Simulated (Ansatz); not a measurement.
According to r²SCAN (plane waves, PAW; program Ansatz), AgW in the rock salt structure (Fm-3m) relaxes to a = 5.301 Å. Ag has 6 nearest neighbours from 2.65 Å (octahedral); W has 6 nearest neighbours from 2.65 Å (octahedral). Its formation energy from the elements is 2.18 eV/atom, with no fitted shifts.

Electronic character: metallic (no gap). Gap from r²SCAN with spin–orbit coupling: none (metallic).

The bulk modulus is 166 GPa. The relaxed-ion elastic constants in GPa are C11 = 389, C12 = 54.7, C44 = -17.2. Bader charges are Ag -0.89, W +0.89 e.

The start of the workflow was typed in or built on a structure type; neither database checked (COD, Materials Project) lists it. Its standing as an ambient phase is unchecked. The r²SCAN relaxation kept the symmetry of its start. At this level the phase is mechanically unstable. No spin polarisation was allowed. Its formation energy is positive at this level, so the cell may be metastable or incomplete. As this level gives no gap, shear constants depend on the k-mesh and smearing (Fermi–Dirac, 0.1 eV here). The references are the lowest solids computed at this level, not always the standard phases. Spin–orbit coupling is left out wherever it is not named.

Potentials: the later of the program's two PAW sets.
